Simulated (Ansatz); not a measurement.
A relaxed structure of Si2Mo is spoiled in several ways and relaxed again each time (squeezed and stretched starts keep its symmetry, which their runs cannot lower; pressure is positive under compression). Level of theory: PBE (plane waves to 420 eV, PAW, scalar-relativistic; Ansatz, a quantum-chemistry and plane-wave program).

Space group I4/mmm (No. 139); a = b = 3.2171 Å, c = 7.8731 Å, α = β = γ = 90.00°

| atom | site | symmetry | x | y | z |
|---|---|---|---|---|---|
| Mo | 2a | 4/mmm | 0.0000 | 0.0000 | 0.0000 |
| Si | 4e | 4mm | 0.0000 | 0.0000 | 0.3351 |
(The calculation used a cell of 3 atoms; values per cell refer to that cell.)

**Question.** One start gave a first pressure of +74 GPa, a largest first force of 2.4 eV/Å and released 1.59 eV/atom. Which change was it?
(A) stretched uniformly to 115 % of its volume
(B) deformed by the Cartesian strain tensor (xx, yy, zz, yz, xz, xy) = (0.011, -0.160, 0.055, -0.010, -0.172, -0.034)

**Answer.** B, deformed by the Cartesian strain tensor (xx, yy, zz, yz, xz, xy) = (0.011, -0.160, 0.055, -0.010, -0.172, -0.034). All starts:

```tsv
change	first pressure (GPa)	largest first force (eV/Å)	released (eV/atom)	moves	outcome	final group	E − E(parent) (eV/atom)
deformed by the Cartesian strain tensor (xx, yy, zz, yz, xz, xy) = (0.011, -0.160, 0.055, -0.010, -0.172, -0.034)	74	2.4	1.59	14	returns to the parent	I4/mmm	0.00
stretched uniformly to 115 % of its volume	-21	0.3	0.15	7	returns to the parent	I4/mmm	0.00
```

First-step values come from each run's starting, coarser k-mesh (9×9×12, 10×10×10). The runs use different k-meshes, so differences are rounded accordingly. No spin polarisation in the result.
